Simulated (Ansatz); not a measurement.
Input and command of a plane-wave DFT calculation in Ansatz:

```yaml
crystal:
  lattice:
    - [3.747011, 0.0, 0.0]
    - [0.0, 3.747011, 0.0]
    - [0.0, 0.0, 3.607305]
  atoms:
    - { symbol: Cu, position: [0.0, 0.0, 0.0], spin: 0.16 }
    - { symbol: F, position: [0.5, 0.0, 0.0] }
    - { symbol: F, position: [0.0, 0.5, 0.0] }
basis:
  ecutwfc: 420
kpoints:
  mp_grid: { grid: [12, 12, 12] }
hamiltonian:
  xc: pbesol
scf:
  occupations: { method: gaussian, width: 0.1 }
output:
  forces: true
  stress: true
  eigenvalues: true
  populations: true
  write_density: true
  write_potential: true
  elf: true
  volumetric_format: npy
magnetization:
  spin_polarized: true
```

```bash
ansatz run input.yaml --threads 1 --pin off --max-ram 2560MiB --backend cpu --events-out ev --progress --plain --runs-dir out
```

Processor: Arm Neoverse N1, 1 thread, on a host shared with other jobs.

How long does it run, and how much memory does it take?

About 87 s on 1 thread of Arm Neoverse N1, with other jobs on the host, peak memory 0.57 GiB. It solves 21 bands at 196 k points (the mesh reduced by symmetry) with about 989 plane waves, in 15 SCF iterations.
